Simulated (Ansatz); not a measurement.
N:
```
N
1.0
    5.59626     0.00000     0.00000
    0.00000     5.59626     0.00000
    0.00000     0.00000     5.59626
N
8
Cartesian
  0.31547   0.31547   0.31547
  5.28079   5.28079   5.28079
  2.48266   5.28079   3.11360
  3.11360   0.31547   2.48266
  3.11360   2.48266   5.28079
  2.48266   3.11360   0.31547
  5.28079   3.11360   2.48266
  0.31547   2.48266   3.11360
```

This is the r²SCAN+D4-relaxed structure.

Task: All from r²SCAN+D4 in the plane-wave PAW code Ansatz, unless another level is named. Give the band gap.

Result: 8.13 eV (smallest direct gap 8.15 eV).

Task: Give the conduction-band minimum.

Result: at Γ.

Task: Predict the valence-band maximum.

Result: at X.

Space group Pa-3 (α-N2). Symmetry was held in the r²SCAN+D4 relaxation. The substance is a gas or liquid at ambient conditions; this is its low-temperature solid.

Potentials: the later of the program's two PAW sets.
